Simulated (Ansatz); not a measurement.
## Structure relaxation, NbP

The start is a generated cell, NbP placed in the WC structure type. Cell shape, volume and atoms are optimised at zero target pressure with PBE (plane waves to 420 eV, PAW, scalar-relativistic; Ansatz, a program for electronic structure). The first steps use a coarse 8×8×7 k-mesh.

Initial structure:
```
CELL_PARAMETERS angstrom
      3.31327     0.00000     0.00000
     -1.65664     2.86938     0.00000
      0.00000     0.00000     3.23359
ATOMIC_POSITIONS crystal
  Nb 0.00000 0.00000 0.00000
  P  0.66667 0.33333 0.50000
```

- Energy released = 0.03 eV/atom
- Volume change = +4.4 %, from 15.37 to 16.04 Å³/atom
- Shortest distances (start → end) = The closest pairs of elements (up to four, under 3.6 Å), start → end: Nb–P 2.50 → 2.55 Å; P–P 3.23 → 3.33 Å; Nb–Nb 3.23 → 3.33 Å
- Band gap at the end = no gap (metallic)
- Optimiser moves = 7

The end point of the relaxation:

```cif
data_NbP
_chemical_formula_sum 'Nb1 P1'
_space_group_name_H-M_alt 'P-6m2'
_space_group_IT_number 187
_space_group_name_Hall 'P -6 2'
_cell_length_a 3.33029
_cell_length_b 3.33029
_cell_length_c 3.34085
_cell_angle_alpha 90.000
_cell_angle_beta 90.000
_cell_angle_gamma 120.000
loop_
_atom_site_label
_atom_site_type_symbol
_atom_site_symmetry_multiplicity
_atom_site_Wyckoff_symbol
_atom_site_fract_x
_atom_site_fract_y
_atom_site_fract_z
_atom_site_occupancy
Nb1 Nb 1 a 0.00000 0.00000 0.00000 1
P1 P 1 f 0.66667 0.33333 0.50000 1
```

Final values are on a 16×16×14 k-mesh of the relaxed cell. No spin polarisation in the result.

The run could not lose the symmetry of its start; a randomly shaken copy of 4 atoms returns to this structure.

All atoms sit on sites fixed by symmetry, so only the cell could relax.

The relaxed structure here is a generated cell of NbP: the first start was made by placing the elements on the sites of a structure type, and the end was not matched to a known phase here, so it may be hypothetical.
